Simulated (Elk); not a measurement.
An Elk run on In with settings drawn from a wide range, so not all are converged; totals and levels move with the basis, and no second program has checked them. These are results of DFT, LDA (Perdew-Zunger), all-electron APW+lo, Dirac cores, scalar-relativistic bands with second-variational spin-orbit coupling (Elk 11.2.3 with local patches), not measurements. Elk's input is in atomic units.

Command: `OMP_NUM_THREADS=1 elk`

```
tasks
  0
  110
  115
  21

xctype
  2

rgkmax
  8.5

gmaxvr
  12

lmaxapw
  8

lmaxo
  7

lmaxi
  3

nrmtscf
  1.5

nempty
  12

epspot
  1e-07

epsengy
  0.0001

maxscl
  100

swidth
  0.001

stype
  3

lradstp
  4

mixtype
  1

hmaxvr
  4

nxlo
  1

tforce
  .false.

spinorb
  .true.

sppath
  './'

avec
  6.34489668072 0.00000000000 0.00000000000
  -3.17244834037 5.49484170990 0.00000000000
  0.00000000000 0.00000000000 10.47971881483

atoms
  1
  'In.in'
  2
  0.333333333333 0.666666666667 0.250000000000   0.000 0.000 0.000
  0.666666666667 0.333333333333 0.750000000000   0.000 0.000 0.000

ngridk
  8 8 4

plot1d
  9 30
  0.0000000000 0.0000000000 0.0000000000
  0.5000000000 -0.0000000000 0.0000000000
  0.3333333333 0.3333333333 0.0000000000
  0.0000000000 0.0000000000 0.0000000000
  0.0000000000 0.0000000000 0.5000000000
  0.5000000000 -0.0000000000 0.5000000000
  0.3333333333 0.3333333333 0.5000000000
  0.0000000000 0.0000000000 0.5000000000
  0.5000000000 -0.0000000000 0.5000000000
```

Muffin-tin radii in the species files: In 2.60 bohr.

Structure from Materials Project entry mp-973111 (possibly hypothetical), not relaxed further. The listed cell was then made from it by scaling, straining or moving an atom.

Question: What does the run give?

Answer: It refused before any iteration.
```
Error(init0): requested spin-polarised run with spin-unpolarised
 exchange-correlation functional
```
